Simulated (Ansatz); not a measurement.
# Data sheet: Ta$_{3}$Ru (DFT)

Ta3Ru in space group Fm-3m (No. 225; Ta on 8c, Ta on 4b, Ru on 4a), a = b = c = 6.3924 Å, α = β = γ = 90.00°; the cell used has 4 atoms.

Space group Fm-3m (No. 225); conventional cell a = b = c = 6.392 Å, α = β = γ = 90.00°.

Method: PBEsol (plane waves, PAW; program Ansatz). Geometry: relaxed at this level of theory. Other levels are named where they apply.

### Cell and energy

Volume per atom: 16.33 Å³
Density: 16.37 g/cm³
Formation energy from the elements (no fitted shifts): -0.22 eV/atom

### Electronic structure

- Electronic character: metallic (no gap)
- Density of states at the Fermi level: 0.52 states/eV per atom (mean over ±0.08 eV)
- Gap with spin–orbit coupling: none (metallic)

### Mechanics

- Bulk modulus (Birch–Murnaghan fit) = 243 GPa
- Pressure derivative B′ = 4.2
- Elastic constants (relaxed ions, GPa) = C11 = 394, C12 = 167, C44 = 82.8
- Mechanical stability = stable (all eigenvalues of C positive)
- Hill bulk and shear moduli = 243 and 94.0 GPa
- Young's modulus = 250 GPa
- Poisson's ratio = 0.33
- Debye temperature from the elastic constants = 315 K

### Phonons

Highest zone-centre frequency: 5.68 THz
Zone-centre stability: no imaginary mode at Γ

The first step of the workflow began from a Materials Project structure, measured or hypothetical; the Crystallography Open Database copy checked does not list it. With Ta and Ru taken as one species the cell has the higher symmetry Im-3m, so it may be an ordered model of a mixed-site phase. Whether it is the stable phase at ambient conditions was not checked. The cell was relaxed with PBEsol under the symmetry of its start. No spin polarisation was allowed. As this level gives no gap, shear constants depend on the k-mesh and smearing (Fermi–Dirac, 0.1 eV here). As this level gives no gap, phonon frequencies hold no LO–TO term and depend on the k-mesh and smearing (Fermi–Dirac, 0.1 eV here). The references are the lowest solids computed at this level, not always the standard phases. Scalar-relativistic: spin–orbit coupling is off unless named, which matters more the heavier the elements.

Potentials: the later of the program's two PAW sets.
